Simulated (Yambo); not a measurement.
# CaCrO4: sweep of GW parameters

G0W0@PBEsol for CaCrO₄ (space group I4_1/amd, No. 141) in Yambo. Reference settings: 2×2×2 Γ-centred k mesh, bands 9 to 255 and a 7 Ry block in the screening, 255 bands in G with the Bruneval-Gonze terminator, plasmon pole fitted at 27.2 eV. The PBEsol gap Γ → Γ on this mesh is 2.31 eV; G0W0 gaps are taken between the same points.

| change from the reference | G0W0 gap Γ → Γ (eV) | shift of the valence edge (eV) | rough Yambo cost |
|---|---|---|---|
| reference settings | 4.77 | -0.69 | 1 |
| 130 bands in W | 4.75 | -0.59 | within a factor of two |
| 3 Ry block | 5.12 | -0.71 | within a factor of two |
| 6 Ry block | 4.79 | -0.67 | within a factor of two |
| pole fitted at 55 eV | 4.84 | -0.76 | – |
| 110 bands in G, no terminator | 4.69 | -0.05 | – |
| 171 bands in G, no terminator | 4.73 | -0.32 | – |
| no terminator | 4.77 | -0.48 | – |

The reference isn't shown to be the converged limit. Costs are rough (shared machines), scaled to the same edge states, and given only for runs that recompute the screening.

The 3d shell has no Hubbard U; the runs are without spin polarisation, and magnetic order was not tried.

Geometry of the Materials Project entry, not relaxed at this level; primitive cell a = 6.006 Å, b = 6.006 Å, c = 6.006 Å, α = 105.82°, β = 105.82°, γ = 117.05°.

A shift is the quasiparticle energy of the state minus its PBEsol energy.
